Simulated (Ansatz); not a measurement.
Starting cell, ZnAg (CsCl type):

```xyz
4
Lattice="6.1537 0.0000 0.0000 0.0000 3.0769 0.0000 0.0000 0.0000 3.0769" Properties=species:S:1:pos:R:3 pbc="T T T"
Zn     1.5384     1.5384     1.5384
Zn     4.6153     1.5384     1.5384
Ag     0.0000     0.0000     0.0000
Ag     3.0769     0.0000     0.0000
```

The atoms are displaced by Q × the pattern below (from a DFPT mode at X = (0.5, 0.0, 0.0), largest move 1; Q in Å), at fixed cell. (q is in reciprocal vectors of the primitive cell; the cell shown is doubled to hold the pattern.)

```json
[
 {"atom": "Ag3", "x": "-1.000", "y": "0.000", "z": "0.000"},
 {"atom": "Ag4", "x": "1.000", "y": "0.000", "z": "0.000"}
]
```

Atoms not listed stay in place.

Method: LDA (plane waves to 420 eV, PAW, scalar-relativistic; Ansatz, a quantum-chemistry and plane-wave program). k mesh 8×15×15 (Γ-centred), Fermi-Dirac smearing 0.05 eV. Energies are smeared free energies. With partly filled bands, energies and forces of such displacements shift with the k mesh and the smearing. ZnAg was relaxed with its symmetry unable to fall. The zero of ΔE is the undisplaced structure.

```tsv
Q (Å)	−dE/dQ from forces (eV/Å)	ΔE (meV/cell)
-0.100	1.510	?
-0.083	1.233	50
-0.067	0.970	32
-0.050	0.718	18
-0.033	0.474	8
-0.017	0.236	2
0.000	0.000	0
0.017	-0.236	2
0.033	-0.474	8
0.050	-0.718	18
0.067	-0.970	32
0.083	-1.233	50
0.100	-1.510	?
```

**Question.** Some entries are withheld; supply them.

**Answer.** 
- -0.100, ΔE (meV/cell): 73
- 0.100, ΔE (meV/cell): 73

(A displaced cell: forces are minus the slopes of the energy, force constants its curvatures, and phonons follow from these.)
